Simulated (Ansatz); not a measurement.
Elements on the sites of an ideal hcp lattice, at a guessed lattice constant:

```
Ni Pd Os Pt
1.0
     4.11622    2.37650    0.00000
     0.00000    4.75300    4.39063
     4.11622   -2.37650    4.39063
Ni Pd Os Pt
1 1 8 2
Direct
  0.45833 0.54167 0.20833
  0.95833 0.70833 0.04167
  0.04167 0.62500 0.62500
  0.04167 0.95833 0.29167
  0.54167 0.45833 0.79167
  0.54167 0.79167 0.45833
  0.54167 0.12500 0.12500
  0.95833 0.04167 0.70833
  0.45833 0.87500 0.87500
  0.45833 0.20833 0.54167
  0.04167 0.29167 0.95833
  0.95833 0.37500 0.37500
```

Cell and atoms were relaxed without symmetry on coarser meshes and computed once more. Theory: Ansatz 0.2.0, DFT PBE, scalar-relativistic, plane waves, PAW.

Plane waves to 420 eV, a k mesh through Γ of 5×6×6 on the computed 12-atom cell and Gaussian smearing (0.10 eV); no spin polarisation.

The relaxation ran on 3×2×2 (shifted) k points with a smearing of 0.1 eV, from sites shaken by 0.02 Å.

Problem. What does the relaxation give?

Solution. A volume of 14.33 Å³/atom and no gap on the mesh. The atoms leave their sites by 0.05 Å (root mean square) and 0.09 Å at most, and the cell stretches by up to 0.4 % at fixed volume.

```
CELL_PARAMETERS angstrom
4.13005 2.38299 -0.00964
0.00212 4.74450 4.38623
4.11159 -2.36881 4.38449
ATOMIC_POSITIONS crystal
Ni 0.45247 0.54484 0.21122
Pd 0.95356 0.71145 0.04397
Os 0.04377 0.63137 0.61891
Os 0.04312 0.95296 0.29961
Os 0.54072 0.45530 0.79463
Os 0.52861 0.80092 0.47007
Os 0.53878 0.12725 0.12295
Os 0.95947 0.03901 0.70785
Os 0.46632 0.86916 0.87228
Os 0.46634 0.20509 0.53655
Pt 0.04998 0.28353 0.95242
Pt 0.95350 0.37513 0.38114
```

The final mesh leaves forces up to 0.36 eV/Å and stresses up to 0.8 GPa: the relaxation ran on a coarser mesh, so the cell's shape, its bonds and its energy belong partly to that mesh.

The k mesh is coarse. Spin-orbit coupling is left out, which matters for the bands of heavy elements. Spin polarisation was left out, and a magnetic state may lie lower.

Cost: 2 runs of about 5.2 core-minutes in all (earlier runs that led there not counted), on Intel Xeon 6975P-C (Granite Rapids) (shared hosts).